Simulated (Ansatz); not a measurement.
## Bi: distorted cells

These are results of Ansatz 0.2.0, DFT PBEsol, scalar-relativistic, plane waves, PAW, not measurements.

Settings: cutoff 420 eV, Γ-centred mesh 14×14×14 on the computed 1-atom cell, Gaussian smearing of 0.10 eV; no spin polarisation.

Reference cell:

```yaml
crystal:
  lattice:
    - [-4.25748, 4.25748, 1.43056]
    - [4.25748, -4.25748, 1.43056]
    - [4.25748, 4.25748, -1.43056]
  atoms:
    - { symbol: Bi, position: [0.00000, 0.00000, 0.00000] }
```

Each variant moves atoms of this cell by the vectors given, if any (Å), and then applies a symmetric strain (tensor components, Cartesian axes). The reference cell isn't relaxed at this level. Energies are per atom at zero smearing, counted from the lowest variant. Pressure is positive in compression.

1. strain (xx yy zz yz xz xy, %) 3.40 3.40 0.40 0.00 0.00 0.00
2. strain (xx yy zz yz xz xy, %) 4.93 0.94 2.92 0.00 1.88 0.00
3. strain (xx yy zz yz xz xy, %) 4.01 4.01 -4.99 0.00 0.00 0.00

```
result  ΔE (meV/atom) P (GPa)
     A            0.0    -0.71
     B           39.3     1.40
     C           48.4    -1.33
```

Problem. Which variant gave which result?

Solution. A is 1, B is 3, C is 2. The pressure falls as the cell grows: from the smallest volume to the largest the variants are 3, 1, 2.

Spin–orbit coupling is left out, which can shift energies with elements as heavy as these. Each cell of Bi holds chains, and where no dispersion correction was added their binding is poorly described.

This form isn't the element's structure at ambient conditions.